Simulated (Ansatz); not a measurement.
Data sheet: CdSiN$_{2}$ (DFT)

CdSiN2:
```xyz
4
Lattice="1.4489 0.8365 5.9660 -1.4489 0.8365 5.9660 0.0000 -1.6730 5.9660" Properties=species:S:1:pos:R:3 pbc="T T T"
Cd     0.0000     0.0000     8.9490
Si     0.0000     0.0000     0.0000
N      0.0000     0.0000    10.9996
N      0.0000     0.0000     6.8984
```

Space group R-3m (No. 166); conventional cell a = b = 2.8978 Å, c = 17.8980 Å, α = β = 90.00°, γ = 120.00°.

Method: plane-wave PAW r²SCAN+D4 (Ansatz code). Structure relaxed to zero pressure with the same functional. Other levels are named where they apply.

Cell and energy:

Volume per atom: 10.85 Å³
Density: 6.45 g/cm³
Formation energy from the elements (no fitted shifts): -0.27 eV/atom

Electronic structure:

- Band gap: 0.36 eV (indirect)
- Valence-band maximum: off the standard path, at k = (0.237, 0.404, 0.404) in fractions of the reciprocal vectors
- Conduction-band minimum: at L (3 equivalent valleys)
- Smallest direct gap on the standard path: 1.03 eV
- Hole effective mass: 0.36, 1.9, 2.4 mₑ (principal values)
- Hole effective mass with spin–orbit coupling: 0.36, 1.9, 2.4 mₑ (principal values)
- HSE06 gap on the r²SCAN+D4 cell: 0.86 eV
- Gap with spin–orbit coupling: 0.35 eV

Charges:

- Bader charges: Cd +0.73, Si +3.14, N -1.93 e

The start of the workflow was typed in or built on a structure type; neither database checked (COD, Materials Project) lists it. Whether it is the stable phase at ambient conditions was not checked. The cell was relaxed with r²SCAN+D4 under the symmetry of its start; whether a distortion lowers the energy is not shown. The volume moved by -44 % from the start of the relaxation. The references are the lowest solids computed at this level, not always the standard phases (solids in place of the gases). Spin–orbit coupling is left out wherever it is not named.

Potentials: the earlier of the program's two PAW sets.
